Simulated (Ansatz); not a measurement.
Polymorphs of TiC, each relaxed with PBE in the plane-wave PAW code Ansatz:

A: rock salt (Fm-3m)
a = 4.332 Å, b = 4.332 Å, c = 4.332 Å, α = 90.00°, β = 90.00°, γ = 90.00°

```
atom  site  symmetry       x       y       z
----  ----  --------  ------  ------  ------
Ti      4a      m-3m  0.0000  0.0000  0.0000
C       4b      m-3m  0.5000  0.5000  0.5000
```

B: Pm-3m
a = b = c = 4.255 Å, α = β = γ = 90.00°

```json
[
 {"atom": "Ti", "site": "3c", "symmetry": "4/mm.m", "x": "0.0000", "y": "0.5000", "z": "0.5000"},
 {"atom": "C", "site": "3d", "symmetry": "4/mm.m", "x": "0.0000", "y": "0.0000", "z": "0.5000"}
]
```

Task: Rank these by energy per atom at 0 K (lowest first), as PBE gives it.

Result: A (+0 meV/atom), B (+1334 meV/atom)

Typed or built starts, not in the databases checked: B. Not the usual ambient phase: B. All cells were relaxed under the symmetry of their starts (and spin orders); stability against distortions was not tested throughout. Named crystals with no word on spin ran without spin polarisation.

Energies hold the estimated change up to a 700 eV cutoff; steps of a few meV lie near the error of the meshes.

Potentials: the earlier of the program's two PAW sets.
